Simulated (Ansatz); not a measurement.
Zone-centre phonons of HfH2 at 6 GPa: input and output

The calculation used DFT LDA, scalar-relativistic, plane waves, PAW in Ansatz 0.2.0.

Launched with:
```bash
ansatz run input.yaml --threads 1 --pin off --max-ram 3072MiB --backend cpu --events-out ev --progress --plain --runs-dir out
```

Input (bare energies are in eV):
```yaml
crystal:
  lattice:
    - [-1.7028738275, 1.7028738275, 2.071669035]
    - [1.7028738275, -1.7028738275, 2.071669035]
    - [1.7028738275, 1.7028738275, -2.071669035]
  atoms:
    - { symbol: Hf, position: [0.0, 0.0, 0.0] }
    - { symbol: H, position: [0.75, 0.25, 0.5] }
    - { symbol: H, position: [0.25, 0.75, 0.5] }
basis:
  ecutwfc: 420
kpoints:
  mp_grid: { grid: [18, 18, 18] }
hamiltonian:
  xc: lda
scf:
  occupations: { method: fermi_dirac, width: 0.15 }
output:
  eigenvalues: true
phonons:
  method: dfpt
  eigenvectors: true
```

The end of the output:
```
--- Phonons (Γ-DFPT): 4 representative perturbations + reference, on 865 of 5832 k-points (Σ response iterations 13) ---
  k mesh reduced under 4 symmetry operations, with k and −k counted as one. Each operation leaves every solved displacement unchanged or reverses it
  ASR residual: 2.253e-4 → 0.000e0 eV/Å²; symmetrization residual: 6.335e-7 eV/Å²
  ASR residual per site (eV/Å²): 2.25e-4 8.40e-6 8.40e-6
  Γ frequencies (cm⁻¹): 0.00 0.00 0.00 1165.92 1165.92 1209.68 1332.72 1332.72 1429.86
  non-analytic LO–TO correction: not included (Born effective charges unavailable; polar crystals: no LO–TO splitting at Γ)
```

Time: 3.3 min on 1 thread of Intel(R) Xeon(R) Platinum 8259CL CPU @ 2.50GHz (Skylake/Cascade Lake) (shared host), peak memory 1.4 GiB.

In a metal, frequencies and elastic constants depend on the k mesh and the smearing, soft modes and shear constants most. Spin–orbit coupling is left out, which can shift energies with elements as heavy as these. Other phases may be more stable at this pressure.